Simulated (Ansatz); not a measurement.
MnSi: gradients before and after relaxing the atoms

Start: a COD entry, atoms as given.

```cif
data_MnSi
_symmetry_space_group_name_H-M 'P2_13'
_symmetry_Int_Tables_number 198
_cell_length_a 4.5561
_cell_length_b 4.5561
_cell_length_c 4.5561
_cell_angle_alpha 90.000
_cell_angle_beta 90.000
_cell_angle_gamma 90.000
loop_
_atom_site_label
_atom_site_type_symbol
_atom_site_symmetry_multiplicity
_atom_site_Wyckoff_symbol
_atom_site_fract_x
_atom_site_fract_y
_atom_site_fract_z
Mn Mn 4 a 0.1383 0.1383 0.1383
Si Si 4 a 0.8461 0.8461 0.8461
```

One atom of each set is listed.

Method: Kohn–Sham DFT in Ansatz, PBE, plane waves and PAW, scalar-relativistic, collinear spin, 420 eV cutoff, Γ-centred 7×7×7 k-points, Fermi–Dirac smearing 0.05 eV. Start moments as typed (μB): 3 on each Mn, none on the rest.

The largest force at the start is 0.30 eV/Å. Relaxing the ions at fixed cell moves them by 0.021 Å at most (atom 1, Mn) and 0.016 Å rms. End positions:

Mn (0.1356, 0.1356, 0.1356)
Si (0.8449, 0.8449, 0.8449)

```
site  moved (Å)                   first shell before                    first shell after  V_zz before (10²¹ V/m²)  η before
  Mn      0.021  7 Si at 2.31–2.53 Å, 6 Mn at 2.80 Å  7 Si at 2.29–2.55 Å, 6 Mn at 2.79 Å                     0.26      0.00
  Si      0.010  7 Mn at 2.31–2.53 Å, 6 Si at 2.81 Å  7 Mn at 2.29–2.55 Å, 6 Si at 2.82 Å                    -3.22      0.00
```

(1) What are V_zz and η after the relaxation?

## Answers

(1) 

| site | V_zz after | η after | change of V_zz |
| --- | --- | --- | --- |
| Mn | 0.40 | 0.00 | +0.14 |
| Si | -3.54 | 0.00 | -0.32 |

The largest change of V_zz is on Si, from -3.22 to -3.54. In per cent, |V_zz| changes by +10 on Si (all sites that start above 2).

With no gap above 0.1 eV, as in a metal, the gradients converge slowly in k; expect changes of a tenth or more on a denser mesh. The run lost most of its start moments on Mn; a state with other moments may lie lower. The magnetic order is the one that the run reached from its start moments, not necessarily the measured one.
Before: At this cell the PBE pressure is -5 GPa, so with PBE the cell would shrink if it were relaxed. The entry's cell may itself be off.
After: At this cell the principal stresses reach 5 GPa in size with PBE, which can matter for small gradients.
